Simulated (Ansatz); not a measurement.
NbRu (rock salt, Fm-3m) at seven volumes, DFT-PBEsol in the program Ansatz with PAW potentials, scaled uniformly. One row is withheld.

```
V (Å³/atom)  P (GPa)
-----------  -------
15.397         23.80
15.905             ?
16.413          6.70
16.920          0.00
17.428         -5.71
17.935        -10.58
18.443        -14.73
```

Question: Fit the shown pressures and predict the withheld one.

Answer: Third-order Birch–Murnaghan: P = (3/2)B₀(x^(7/2) − x^(5/2))[1 + (3/4)(B′ − 4)(x − 1)] with x = (V₀/V)^(2/3). Least squares on the six rows gives V₀ = 16.920 Å³/atom, B₀ = 205.8 GPa, B′ = 4.31. At V = 15.905, x = 1.0421 and P = 14.55 GPa. The run itself gave 14.57 GPa.

The start of the workflow was typed in or built on a structure type; neither database checked (COD, Materials Project) lists it. COD files the formula under space group No. 123, 221. Whether it is the stable phase at ambient conditions was not checked. Symmetry was held in the PBEsol relaxation. At this level the phase is mechanically unstable. The run is not spin-polarised. Its formation energy is positive at this level, so the cell may be metastable or incomplete.

Potentials: the earlier of the program's two PAW sets. The files were generated under PBE; for other functionals the program regenerates the frozen cores, and for LDA and PBEsol the local potential too.
